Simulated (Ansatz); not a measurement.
**TiO$_{2}$: checking dH/dP = V**

Theory: DFT r2SCAN, scalar-relativistic, plane waves, PAW (Ansatz). (500 eV cutoff, 8×8×8 k-mesh, Gaussian smearing of 0.02 eV, no spin polarisation)

Reference structure (relaxed):

```
CELL_PARAMETERS angstrom
-4.34890 4.34890 1.88088
4.34890 -4.34890 1.88088
4.34890 4.34890 -1.88088
ATOMIC_POSITIONS crystal
Ti 0.29114 0.00130 0.29244
Ti 0.00130 0.70886 0.71016
Ti 0.99870 0.29114 0.28984
Ti 0.70886 0.99870 0.70756
O 0.49948 0.15119 0.65067
O 0.16053 0.84021 0.00074
O 0.15119 0.50052 0.65171
O 0.15979 0.16053 0.32033
O 0.84021 0.83947 0.67967
O 0.84881 0.49948 0.34829
O 0.83947 0.15979 0.99926
O 0.50052 0.84881 0.34933
```

Cell and atoms were relaxed at each target pressure within the start's symmetry (I4/m), at zero temperature; other phases can be more stable under pressure. H = E + PV with P the target; E is the free energy at the smearing used, whose derivative the pressure is, per atom and counted from zero pressure.

```tsv
P (GPa)	V (Å³/atom)	E − E0 (meV)	H − H0 (meV)
0	11.858	0.0	0.0
2	11.744	0.7	147.3
5	11.575	4.3	365.6
10	11.327	15.8	722.8
```

**Question.** Thermodynamics gives dH/dP = V along a relaxed path. Integrate V over P by the trapezoid rule and compare with the computed enthalpies.

**Answer.** With 1 eV/Å³ = 160.22 GPa, each step adds the mean volume times ΔP / 160.22:
| P (GPa) | ∫V dP (meV) | H − H0 (meV) | difference (meV) |
| --- | --- | --- | --- |
| 2 | 147.3 | 147.3 | 0.0 |
| 5 | 365.6 | 365.6 | 0.1 |
| 10 | 723.0 | 722.8 | 0.2 |

V(P) curves upward, so the trapezoid rule runs high; integrating a smooth curve through the same points (P as a polynomial of degree 3 in ln V) puts that excess at about 0.1 meV at 10 GPa, against the 0.2 meV found.

**Question.** At 10 GPa, how much of the enthalpy change is stored energy and how much is the PV term?

**Answer.** E rises by 16 meV/atom and PV is 10 × 11.327 / 160.22 = 707 meV/atom, so PV makes 98 % of ΔH. So between rival structures at high pressure a small difference in volume can outweigh the difference in energy: 1 % of this volume is worth 7.1 meV/atom at this pressure.

**Question.** What bulk modulus do the lowest pressures give?

**Answer.** From the pressures that the runs reached, -2.02 GPa (11.988 Å³) and 1.96 GPa (11.744 Å³), B = −ΔP/Δln V = 3.98 / 0.0205 = 194 GPa, a mean over that range.

**Question.** The gap is 2.125 eV at -2.02 GPa and 2.081 eV at 1.96 GPa. What pressure coefficient and volume deformation potential follow?

**Answer.** dE_g/dP = -11.0 meV/GPa, and a_V = dE_g/d ln V = −B dE_g/dP = 2.13 eV. A gap that closes or barely moves under pressure is usual where the conduction edge lies away from the zone centre, has d character, or where the bands broaden faster than they shift. If the edges move to other points of the zone within the range, this is a mean of two slopes. Gaps are generalised Kohn–Sham gaps over the whole zone.

This form isn't the usual stable structure of the compound.

1 further run of this set didn't finish or converge.